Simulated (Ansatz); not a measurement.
# From three elastic constants to directional properties of SnI2

Theory: DFT PBEsol, scalar-relativistic, plane waves, PAW in Ansatz 0.2.0. Plane waves to 420 eV; Γ-centred k mesh 6×6×6; fixed occupations. No spin polarisation.

The cell is fixed (symmetry leaves no force on the atoms) and stands under 0.0 GPa:
Space group Fm-3m (No. 225). a = 7.692 Å, b = 7.692 Å, c = 7.692 Å, α = 90.00°, β = 90.00°, γ = 90.00°
```csv
atom,site,symmetry,x,y,z
Sn,4a,m-3m,0.0000,0.0000,0.0000
I,8c,-43m,0.2500,0.7500,0.7500
```

The cell is the ideal cubic fluorite prototype; this isn't the usual structure of the compound.

With ions relaxed, on the cubic axes: C11 = 63.9, C12 = 13.9, C44 = 2.5 GPa. The density is 5.437 g/cm³. Zone-centre modes weren't checked beside this run.

Q: Is the crystal stable against strain, and how anisotropic is it?

A: Born's conditions hold: C11 + 2C12 = 91.7, C11 − C12 = 50.0 and C44 = 2.5 GPa are all positive. B = (C11 + 2C12)/3 = 30.6 GPa. The two shear moduli are C44 and C′ = (C11 − C12)/2 = 25.0 GPa, so Zener's ratio is A = C44/C′ = 0.10: the shear C44 is the soft one, as in NaCl, KCl, the halide perovskites and the bcc metals V, Nb, Cr and Mo. The Cauchy pressure C12 − C44 is 11.4 GPa; it would vanish for pair forces between atoms on inversion centres at zero pressure, and a positive value is usual with metallic or many-body binding, and where atoms off inversion centres relax under shear, which lowers C44.

Q: Give the sound speeds along the three symmetry directions.

A: The Christoffel equation gives ρv² for each branch:
| direction | branch | ρv² | GPa | v (m/s) |
| --- | --- | --- | --- | --- |
| [100] | L | C11 | 63.9 | 3429 |
| [100] | T (×2) | C44 | 2.5 | 679 |
| [110] | L | (C11 + C12 + 2C44)/2 | 41.4 | 2760 |
| [110] | T, u ∥ [001] | C44 | 2.5 | 679 |
| [110] | T, u ∥ [1-10] | (C11 − C12)/2 | 25.0 | 2145 |
| [111] | L | (C11 + 2C12 + 4C44)/3 | 33.9 | 2498 |
| [111] | T (×2) | (C11 − C12 + C44)/3 | 17.5 | 1795 |

Q: How does Young's modulus depend on direction?

A: Inverting gives S11 = 16.957, S12 = -3.027, S44 = 398.406 TPa⁻¹. Along a unit vector (l, m, n), 1/E = S11 − 2(S11 − S12 − S44/2)(l²m² + m²n² + n²l²), where the last bracket is 0, 1/4 and 1/3 for [100], [110] and [111]: E = 59, 9 and 7 GPa. With A < 1 the cube edge is stiffest. For a film on (001), the biaxial modulus is C11 + C12 − 2C12²/C11 = 72 GPa and the normal strain is −2C12/C11 = -0.43 times the in-plane one.